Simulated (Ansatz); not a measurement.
MgTe:
```
CELL_PARAMETERS angstrom
      0.00000     3.21948     3.21948
      3.21948     0.00000     3.21948
      3.21948     3.21948     0.00000
ATOMIC_POSITIONS crystal
  Mg 0.00000 0.00000 0.00000
  Te 0.25000 0.25000 0.25000
```

Relaxed with PBEsol. Special points in fractions of this cell's reciprocal vectors: Γ (0.000, 0.000, 0.000); X (0.500, 0.000, 0.500); U (0.625, 0.250, 0.625); K (0.375, 0.375, 0.750); L (0.500, 0.500, 0.500); W (0.500, 0.250, 0.750).

### Question
List the band energies nearest the valence-band maximum at these points for plane-wave PAW PBEsol with spin–orbit coupling (Ansatz code).

### Answer
In eV from the valence-band maximum; about four levels below and three above (degenerate sets whole), none deeper than 8.9 eV; points with the same levels are listed once.

```csv
k,below,above
Γ,0.00 0.00 0.00 0.00,2.08 2.08 5.18 5.18 5.18 5.18 5.18 5.18
X,-1.67 -1.67 -1.27 -1.27,2.44 2.44 3.22 3.22
U,-2.45 -2.13 -1.23 -1.20,3.07 3.09 4.84
L,-0.96 -0.96 -0.45 -0.45,2.91 2.91 5.21 5.21
W,-2.50 -2.02 -1.73 -1.67,4.18 4.19 5.29
```

Space group F-43m (zinc blende). Symmetry was held in the PBEsol relaxation.

Potentials: the later of the program's two PAW sets.
